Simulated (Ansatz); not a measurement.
TiSiB:
```yaml
crystal:
  lattice:
    - [1.65443, -6.63424, 0.00000]
    - [1.65443, 6.63424, 0.00000]
    - [0.00000, 0.00000, 3.06786]
  atoms:
    - { symbol: Si, position: [0.70145, 0.29855, 0.25000] }
    - { symbol: Si, position: [0.29855, 0.70145, 0.75000] }
    - { symbol: B, position: [0.46874, 0.53126, 0.75000] }
    - { symbol: B, position: [0.53126, 0.46874, 0.25000] }
    - { symbol: Ti, position: [0.09353, 0.90647, 0.75000] }
    - { symbol: Ti, position: [0.90647, 0.09353, 0.25000] }
```

Relaxed with PBE. Special points in fractions of this cell's reciprocal vectors: Γ (0.000, 0.000, 0.000); Y (-0.500, 0.500, 0.000); C0 (-0.266, 0.734, 0.000); Σ0 (0.266, 0.266, 0.000); Z (0.000, 0.000, 0.500); A0 (0.266, 0.266, 0.500); E0 (-0.266, 0.734, 0.500); T (-0.500, 0.500, 0.500); S (0.000, 0.500, 0.000); R (0.000, 0.500, 0.500).

Q: List the band energies nearest the Fermi level at these points for PBE (plane waves, PAW; program Ansatz).

A: In eV from the Fermi level; about four levels below and three above (degenerate sets whole), none deeper than 8.9 eV; points with the same levels are listed once.

| k | below | above |
|---|---|---|
| Γ | -1.82 -1.44 -1.43 -1.14 | 0.11 1.92 1.97 |
| Y | -1.47 -1.35 -1.15 -0.37 | 0.30 1.12 1.77 |
| C0 | -3.54 -3.26 -2.87 -0.70 | 0.25 0.32 1.05 |
| Z | -2.09 -2.09 -1.20 -1.20 | 1.37 1.37 1.45 1.45 |
| A0 | -2.63 -2.63 -1.32 -1.32 | 2.66 2.66 3.03 3.03 |
| T | -2.33 -2.33 -1.99 -1.99 | 0.68 0.68 1.76 1.76 |
| S | -4.39 -3.27 -2.35 -0.90 | 0.31 0.31 1.05 |
| R | -2.63 -2.63 -1.29 -1.29 | 2.61 2.61 3.03 3.03 |

Space group Cmcm. The start of the workflow was typed in or built on a structure type; neither database checked (COD, Materials Project) lists it. Its standing as an ambient phase is unchecked. The cell was relaxed with PBE under the symmetry of its start; whether a distortion lowers the energy is not shown. No spin polarisation was allowed.

Potentials: the earlier of the program's two PAW sets.
